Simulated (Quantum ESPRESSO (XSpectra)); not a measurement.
Quantum ESPRESSO (XSpectra) run for X-ray absorption at the Ga K edge of GaN (F-43m). Geometry: Materials Project entry mp-830 (a computed structure). The cell is the entry's, not relaxed again. The ground-state test found a gap, so occupations are fixed and the excited electron is left out (charged cell on a uniform background); energies count from the highest occupied level. pw.x input:

```
&CONTROL
  calculation = 'scf'
  prefix = 'x'
  pseudo_dir = './pseudo'
  outdir = './out'
/
&SYSTEM
  ibrav = 0
  nat = 26
  ntyp = 3
  ecutwfc = 65
  tot_charge = 1
  occupations = 'fixed'
/
&ELECTRONS
  conv_thr = 2.6e-07
  mixing_beta = 0.4
/
ATOMIC_SPECIES
Gah 69.723 Ga.lda-tm-gipaw-star1s.UPF
Ga 69.723 Ga.lda-tm-gipaw.UPF
N 14.007 N.lda-tm-gipaw.UPF
CELL_PARAMETERS angstrom
   0.000000000   -2.253500000   -6.760500000
   6.760500000    0.000000000   -2.253500000
  -2.253500000   -6.760500000    0.000000000
ATOMIC_POSITIONS crystal
Gah    0.692307692    0.923076923    0.769230769
Ga     0.923076923    0.230769231    0.692307692
Ga     0.846153846    0.461538462    0.384615385
Ga     0.769230769    0.692307692    0.076923077
Ga     0.461538462    0.615384615    0.846153846
Ga     0.384615385    0.846153846    0.538461538
Ga     0.615384615    0.153846154    0.461538462
Ga     0.538461538    0.384615385    0.153846154
Ga     0.230769231    0.307692308    0.923076923
Ga     0.153846154    0.538461538    0.615384615
Ga     0.076923077    0.769230769    0.307692308
Ga     0.307692308    0.076923077    0.230769231
Ga     0.000000000    0.000000000    0.000000000
N      0.480769231    0.057692308    0.673076923
N      0.711538462    0.365384615    0.596153846
N      0.634615385    0.596153846    0.288461538
N      0.557692308    0.826923077    0.980769231
N      0.250000000    0.750000000    0.750000000
N      0.173076923    0.980769231    0.442307692
N      0.403846154    0.288461538    0.365384615
N      0.326923077    0.519230769    0.057692308
N      0.019230769    0.442307692    0.826923077
N      0.942307692    0.673076923    0.519230769
N      0.865384615    0.903846154    0.211538462
N      0.096153846    0.211538462    0.134615385
N      0.788461538    0.134615385    0.903846154
K_POINTS automatic
2 2 2 0 0 0
```

xspectra.x input:

```
&input_xspectra
  calculation = 'xanes_dipole'
  edge = 'K'
  prefix = 'x'
  outdir = './out'
  xonly_plot = .false.
  xiabs = 1
  xcoordcrys = .false.
  xepsilon(1) = 1.0
  xepsilon(2) = 0.0
  xepsilon(3) = 0.0
  xniter = 1500
  xcheck_conv = 50
  xerror = 0.002
  x_save_file = 'x0.sav'
/
&plot
  xnepoint = 451
  xemin = -5.0
  xemax = 40.0
  xgamma = 1.5
  terminator = .true.
  cut_occ_states = .true.
/
&pseudos
  filecore = 'core.wfc'
/
&cut_occ
  cut_desmooth = 0.1
  cut_stepl = 0.01
  cut_ierror = 1e-6
/
3 3 3 1 1 1
```

End of the pw.x output:

```
    -0.0104   0.2109   0.2593   0.3081   0.3824   0.4528   0.5112   0.6768
     1.6941   1.7786   2.2944   2.3589   2.5375   2.5826   2.7204   2.7878
     3.1625   3.2838   3.3938   3.4966   3.5772   3.6408   3.7305   3.7640
     3.9122   3.9986   4.3187   4.4767   4.5340   4.6283   4.7359   4.7903
     4.8866   5.0614   5.1700   5.3692

          k =-0.4257 0.6689 0.3041 ( 17814 PWs)   bands (ev):

    -9.0525  -8.3314  -8.3314  -8.2710  -7.9840  -7.9839  -7.3915  -6.9030
    -6.9029  -6.7634  -6.4992  -6.4775  -6.4775  -1.4953  -0.6734   0.2354
     0.2355   0.3419   0.3437   0.3438   0.9589   0.9590   1.0763   1.1101
     1.1101   1.2055   1.9846   2.1430   2.1430   2.4075   2.4075   2.5184
     2.8948   2.8948   3.0110   3.0336   3.1274   3.1274   4.1372   4.4047
     4.4047   4.4756   4.5627   4.5628   4.7788   4.7788   4.8156   4.8156
     4.9166   5.0438   5.0438   5.0722

     highest occupied level (ev):     5.4804

!    total energy              =    -673.34759939 Ry
     estimated scf accuracy    <       0.00000008 Ry

     The total energy is the sum of the following terms:
     one-electron contribution =     -24.59623374 Ry
     hartree contribution      =      72.59744046 Ry
     xc contribution           =    -442.29029642 Ry
     ewald contribution        =    -279.05850969 Ry

     convergence has been achieved in  11 iterations

     XML data file, charge density, pseudopotentials, collected wavefunctions
```

xspectra.x output, shortened:

```
... Begin STEP 1 ...

        Radial transition matrix element(s) used in the calculation of the
        initial vector of the Lanczos basis (|tilde{phi}_abs> normalized)
        | For PAW proj. (l=1) #1: radial matrix element =   0.003666168
        | For PAW proj. (l=1) #2: radial matrix element =   0.004469253

NB: the     7 k-point are not all listed below because npool=  4
        |-------------------------------------------------------------
        ! k-point #     1:  ( 0.1419, -0.2230, -0.1014),  0.0741,   1
        |-------------------------------------------------------------
 okvan= F
        |   Norm of the initial Lanczos vector: 0.29711111E-02
        !   => CONVERGED at iter    300 with error=  0.00122604
        |-------------------------------------------------------------
        ! k-point #     2:  ( 0.1824, -0.5879,  0.0203),  0.0741,   1
        |-------------------------------------------------------------
 okvan= F
        |   Norm of the initial Lanczos vector: 0.29711109E-02
        !   => CONVERGED at iter    250 with error=  0.00164417
        |-------------------------------------------------------------
        ! k-point #     3:  ( 0.2230, -0.9527,  0.1419),  0.0741,   1
        |-------------------------------------------------------------
 okvan= F
        |   Norm of the initial Lanczos vector: 0.29711111E-02
        !   => CONVERGED at iter    300 with error=  0.00055573
        |-------------------------------------------------------------

        ...
... Begin STEP 2 ...

     The spectrum is calculated using the following parameters:
        energy-zero of the spectrum [eV]:    5.4804
        the occupied states are elimintate from the spectrum
        xemin [eV]:  -5.00
        xemax [eV]:  40.00
        xnepoint:  451
        constant broadening parameter [eV]:    1.500
        Core level energy [eV]: -0.1037E+05
         (from electron binding energy of neutral atoms in X-ray data booklet)

     Cross-section successfully written in xanes.dat

     ... End STEP 2 ...

     xanes        :     11.21s CPU     11.35s WALL (       1 calls)

     -------------------------------------------------------------------------
                                END JOB XSpectra
     -------------------------------------------------------------------------
```

xanes.dat for the field along x, every fifth line (energy in eV, cross section):

```
   -5.000   5.1380e-05
   -4.500   5.5100e-05
   -4.000   5.9290e-05
   -3.500   6.4060e-05
   -3.000   6.9500e-05
   -2.500   7.5770e-05
   -2.000   8.3060e-05
   -1.500   9.1640e-05
   -1.000   1.0180e-04
   -0.500   1.1410e-04
    0.000   1.2920e-04
    0.500   1.4800e-04
    1.000   1.7210e-04
    1.500   2.0350e-04
    2.000   2.4580e-04
    2.500   3.0370e-04
    3.000   3.8290e-04
    3.500   4.8680e-04
    4.000   6.1110e-04
    4.500   7.3920e-04
    5.000   8.4510e-04
    5.500   9.1150e-04
    6.000   9.4990e-04
    6.500   9.9120e-04
    7.000   1.0670e-03
    7.500   1.1860e-03
    8.000   1.3270e-03
    8.500   1.4700e-03
    9.000   1.6180e-03
    9.500   1.7520e-03
   10.000   1.7900e-03
   10.500   1.6830e-03
   11.000   1.4930e-03
   11.500   1.3010e-03
   12.000   1.1440e-03
   12.500   1.0300e-03
   13.000   9.5770e-04
   13.500   9.1610e-04
   14.000   8.8920e-04
   14.500   8.5950e-04
   15.000   8.1420e-04
   15.500   7.5940e-04
   16.000   7.1260e-04
   16.500   6.8140e-04
   17.000   6.6390e-04
   17.500   6.6070e-04
   18.000   6.7570e-04
   18.500   7.0930e-04
   19.000   7.5330e-04
   19.500   8.0010e-04
   20.000   8.5250e-04
   20.500   9.1930e-04
   21.000   1.0040e-03
   21.500   1.0950e-03
   22.000   1.1560e-03
   22.500   1.1500e-03
   23.000   1.0730e-03
   23.500   9.5360e-04
   24.000   8.3130e-04
   24.500   7.3250e-04
   25.000   6.6340e-04
   25.500   6.1380e-04
   26.000   5.7090e-04
   26.500   5.3280e-04
   27.000   5.0620e-04
   27.500   4.9760e-04
   28.000   5.0840e-04
   28.500   5.3550e-04
   29.000   5.7010e-04
   29.500   5.9980e-04
   30.000   6.1800e-04
   30.500   6.2770e-04
   31.000   6.3170e-04
   31.500   6.2820e-04
   32.000   6.1440e-04
   32.500   5.8990e-04
   33.000   5.5860e-04
   33.500   5.2690e-04
   34.000   4.9970e-04
   34.500   4.7860e-04
   35.000   4.6210e-04
   35.500   4.4630e-04
   36.000   4.2920e-04
   36.500   4.1250e-04
   37.000   3.9980e-04
   37.500   3.9300e-04
   38.000   3.9200e-04
   38.500   3.9490e-04
   39.000   3.9810e-04
   39.500   3.9940e-04
   40.000   4.0040e-04
```
